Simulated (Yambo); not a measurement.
G0W0@PBEsol for a free-standing CaI2 monolayer (symmetry P-3m1, slab cell 16.5 Å high) in Yambo. Reference settings: 6×6×1 Γ-centred k mesh, 158 bands and a 5 Ry block in the screening, 158 bands in G with the Bruneval-Gonze terminator, plasmon pole fitted at 27.2 eV, slab-truncated Coulomb interaction, stochastic integration of W near q = 0. The PBEsol gap Γ → M on this mesh is 3.39 eV; G0W0 gaps are taken between the same points.

The settings were changed. The gap went from 6.38 eV to 6.42 eV, and the shift of the valence edge from -1.26 eV to -1.03 eV.

**Question.** Which change was made?
A) 64 bands in G, no terminator
B) no terminator
C) 104 bands in W, 104 bands in G
D) 104 bands in G, no terminator

**Answer.** B, no terminator. The others gave (gap, valence shift): 64 bands in G, no terminator: 6.25, -0.48 eV; 104 bands in G, no terminator: 6.34, -0.82 eV; 104 bands in W, 104 bands in G: 6.39, -1.13 eV.

Spin-orbit coupling is included.

Geometry relaxed with PBEsol; primitive cell a = b = 4.4357 Å, c = 16.5000 Å, α = β = 90.00°, γ = 120.00°.

This is a model layer cut from the bulk structure; whether it is stable on its own was not checked.

A shift is the quasiparticle energy of the state minus its PBEsol energy.
